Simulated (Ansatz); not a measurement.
The relaxed structure here is a generated cell of Be: the first start was made by placing the elements on the sites of a structure type, and the end was not matched to a known phase here, so it may be hypothetical. Known forms of Be include space group No. 194.

A relaxed cell of Be (Pm-3m (No. 221)), relaxed on a k-mesh at least as fine as the one used below. All values below come from PBE (plane waves to 420 eV, PAW, scalar-relativistic; Ansatz, a quantum-chemistry and plane-wave program). Γ-centred k-mesh 8×15×15 on the run's cell (coarser than for final values), Fermi–Dirac smearing 0.05 eV.

```
Be
1.0
    4.34684     0.00000     0.00000
    0.00000     2.17342     0.00000
    0.00000     0.00000     2.17342
Be
2
Direct
  0.00000   0.00000   0.00000
  0.50000   0.00000   0.00000
```

The atoms are displaced along an unstable phonon of this cell by (Å):

```json
[
 {"atom": "Be1", "ux": "0.000", "uy": "0.000", "uz": "-0.150"},
 {"atom": "Be2", "ux": "0.000", "uy": "0.000", "uz": "0.150"}
]
```

### Question
What forces (eV/Å) and pressure result?

### Answer
```csv
atom,Fx,Fy,Fz
Be1,0.00,0.00,-0.60
Be2,0.00,0.00,0.60
```

Pressure -1.6 GPa.

### Question
Estimate the energy cost of the displacement in the harmonic approximation and compare with the calculation.

### Answer
For a harmonic well ΔE = −½ Σ F·u = -0.091 eV a cell, or -45 meV/atom. The calculated energy relative to the undisplaced cell is -0.05 eV/atom, so the harmonic estimate holds well.

The undisplaced cell is probably no minimum: from this displacement the run went on to P6/mmm (No. 191), 0.50 eV/atom below it.

No spin polarisation in the result.
